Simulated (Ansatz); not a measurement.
Fe:
```
Fe
1.0
   -1.37562     1.37562     1.37562
    1.37562    -1.37562     1.37562
    1.37562     1.37562    -1.37562
Fe
1
Cartesian
  0.00000   0.00000   0.00000
```
Starting moments (μB, in the order of the atoms Fe): 2.1.

Relaxed with LDA. Special points in fractions of this cell's reciprocal vectors: Γ (0.000, 0.000, 0.000); H (0.500, -0.500, 0.500); N (0.000, 0.000, 0.500); P (0.250, 0.250, 0.250).

**Question.** List the band energies nearest the Fermi level at these points for plane-wave PAW LDA (Ansatz code).

**Answer.** In eV from the Fermi level; about four levels below and three above (degenerate sets whole), none deeper than 8.9 eV; … stands for higher levels left out; points with the same levels are listed once.

```tsv
k	below	above
Γ ↑	-2.56 -2.56 -2.56	…
H ↑	-5.44 -5.44	0.27 0.27 0.27
N ↑	-5.55 -3.83 -0.97 -0.77	0.26 …
P ↑	-3.66 -3.66 -3.66 -0.72 -0.72	…
Γ ↓	-8.82 -0.85 -0.85 -0.85	…
H ↓	-3.92 -3.92	2.22 2.22 2.22
N ↓	-4.36 -2.29	0.65 1.15 1.53
P ↓	-2.35 -2.35 -2.35	1.59 1.59 …
```

Space group Im-3m (bcc (W type)). The LDA relaxation kept the symmetry of its start. Magnetic state: ferromagnetic, chosen from 3 collinear starts compared on coarse meshes (ties went to the first, and starts can fall back to one state), not a proven ground state. Textbook magnetic order: ferromagnetic.

Potentials: the earlier of the program's two PAW sets.
